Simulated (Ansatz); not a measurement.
HBr:
```
CELL_PARAMETERS angstrom
     -2.60288     2.60288     1.66721
      2.60288    -2.60288     1.66721
      2.60288     2.60288    -1.66721
ATOMIC_POSITIONS crystal
  H  0.00000 0.00000 0.00000
  Br 0.50000 0.50000 0.00000
```

Relaxed with r²SCAN+D4. Special points in fractions of this cell's reciprocal vectors: Γ (0.000, 0.000, 0.000); X (0.000, 0.000, 0.500); M (-0.500, 0.500, 0.500); Z (0.353, 0.353, -0.353); Z0 (-0.353, 0.647, 0.353); P (0.250, 0.250, 0.250); N (0.000, 0.500, 0.000).

Problem. List the band energies nearest the valence-band maximum at these points for DFT-r²SCAN+D4 in the program Ansatz with PAW potentials.

Solution. In eV from the valence-band maximum; about four levels below and three above (degenerate sets whole), none deeper than 8.9 eV; … stands for higher levels left out; points with the same levels are listed once.

```
k              below   above
-  -----------------  ------
Γ  -0.31 -0.28 -0.28  1.97 …
X  -2.11 -0.46 -0.09  1.78 …
M  -1.69 -1.69 -0.62  1.57 …
Z  -5.89 -1.04 -1.04  8.80 …
P  -7.49 -0.45 -0.45       …
N  -7.50 -0.37 -0.26  7.94 …
```

Space group I4/mmm. The workflow started from an entry of the Crystallography Open Database (COD); the relaxed space group is not among those it files for this formula. COD files the formula under space group No. 36, 69, 225. Symmetry was held in the r²SCAN+D4 relaxation; whether a distortion lowers the energy is not shown. The substance is a gas or liquid at ambient conditions. Spin–orbit coupling is left out wherever it is not named.

Potentials: the later of the program's two PAW sets.
